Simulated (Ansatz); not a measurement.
BN:
```xyz
2
Lattice="0.0000 1.7297 1.7297 1.7297 0.0000 1.7297 1.7297 1.7297 0.0000" Properties=species:S:1:pos:R:3 pbc="T T T"
N      0.0000     0.0000     0.0000
B      1.7297     1.7297     1.7297
```

Relaxed with LDA. Special points in fractions of this cell's reciprocal vectors: Γ (0.000, 0.000, 0.000); X (0.500, 0.000, 0.500); U (0.625, 0.250, 0.625); K (0.375, 0.375, 0.750); L (0.500, 0.500, 0.500); W (0.500, 0.250, 0.750).

List the band energies nearest the valence-band maximum at these points for LDA in the plane-wave PAW code Ansatz.

In eV from the valence-band maximum; about four levels below and three above (degenerate sets whole), none deeper than 8.9 eV; … stands for higher levels left out; points with the same levels are listed once.

```csv
k,below,above
Γ,-0.97 -0.97 -0.97,10.01 …
X,-5.87 -5.87,1.58 …
U,-4.58,3.50 …
L,-0.71 -0.71,…
W,-7.07,7.41 …
```

Space group Fm-3m (rock salt). The cell is a constructed one: a structure type filled with these elements; neither database checked (COD, Materials Project) lists it. It is not the phase usual at ambient conditions (space group No. 186, 194, 216). The cell was relaxed with LDA under the symmetry of its start. At this level the phase is dynamically unstable (imaginary phonons).

Potentials: the later of the program's two PAW sets.
